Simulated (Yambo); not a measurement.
Yambo run on BaS (rock salt, space group Fm-3m, No. 225). The wavefunctions are PBEsol (Quantum ESPRESSO, PseudoDojo norm-conserving, 57 Ry, with spin-orbit coupling) ones on a 4×4×4 mesh (16 occupied bands); a = b = c = 4.476 Å, α = β = γ = 60.00°.

Yambo input:

```
rim_cut
HF_and_locXC
RandQpts= 1000000
RandGvec= 1 Ry
EXXRLvcs= 56.6 Ry
VXCRLvcs= 226.4 Ry
% QPkrange
 1 | 1 | 16 | 17 |
 3 | 3 | 16 | 17 |
 7 | 7 | 14 | 18 |
 8 | 8 | 16 | 17 |
%
```

k points by index: 1 = Γ, 3 = L, 7 = X, 8 = W.

The o-*.hf file then holds:

```
#    K-point    Band    Eo [eV]    Ehf [eV]    Vxc [eV]    Vnlxc [eV]
#
    1    16    0.000000    -3.094773    -12.55107    -15.64584
    1    17    3.589581    7.764060    -8.319800    -4.145321
    3    16    -1.112151    -4.552391    -11.75686    -15.19710
    3    17    5.400209    10.01400    -8.276341    -3.662547
    7    14    -0.192770    -3.447679    -12.52078    -15.77569
    7    15    -0.050184    -3.195774    -12.55749    -15.70308
    7    16    -0.050184    -3.195774    -12.55749    -15.70308
    7    17    1.989870    5.902254    -8.205008    -4.292625
    7    18    1.989870    5.902254    -8.205008    -4.292625
    8    16    -0.388703    -3.603643    -12.14804    -15.36298
    8    17    4.159617    8.663641    -9.263909    -4.759884
```
Exchange alone, without screening.

Geometry relaxed with PBEsol.
